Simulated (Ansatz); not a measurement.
Space group Cmcm (No. 63). a = 10.459 Å, b = 4.883 Å, c = 4.875 Å, α = 90.00°, β = 90.00°, γ = 90.00°
| atom | site | symmetry | x | y | z |
| --- | --- | --- | --- | --- | --- |
| Li | 4c | m2m | 0.0000 | 0.2495 | 0.2500 |
| Mg | 8g | ..m | 0.6590 | 0.2494 | 0.2500 |

Equation of state of this LiMg$_{2}$ structure (not necessarily the ground state), with shape and atoms relaxed at each volume where symmetry leaves them free. It has no gap at any of these volumes. These are results of DFT r2SCAN, scalar-relativistic, plane waves, PAW in Ansatz, not measurements.

Plane waves to 500 eV, a k mesh through Γ of 8×8×8 on the computed 6-atom cell and Gaussian smearing (0.10 eV); no spin polarisation.

```json
{"V (Å³/atom)": "19.502", "E − E(largest V) (meV/atom)": "1.74", "P (GPa)": "2.19"}
{"V (Å³/atom)": "20.125", "E − E(largest V) (meV/atom)": "-4.48", "P (GPa)": "1.03"}
{"V (Å³/atom)": "20.747", "E − E(largest V) (meV/atom)": "-6.46", "P (GPa)": "0.02"}
{"V (Å³/atom)": "21.370", "E − E(largest V) (meV/atom)": "-4.81", "P (GPa)": "-0.85"}
{"V (Å³/atom)": "21.992", "E − E(largest V) (meV/atom)": "0.00", "P (GPa)": "-1.61"}
```

Question: Fit a third-order Birch–Murnaghan equation to E(V).

Answer: V0 = 20.76 Å³/atom, B0 = 31 GPa, B0' = 3.8.

Cost: 5 runs of about 8.9 core-minutes in all, on Intel Xeon 6975P-C (Granite Rapids) (shared hosts).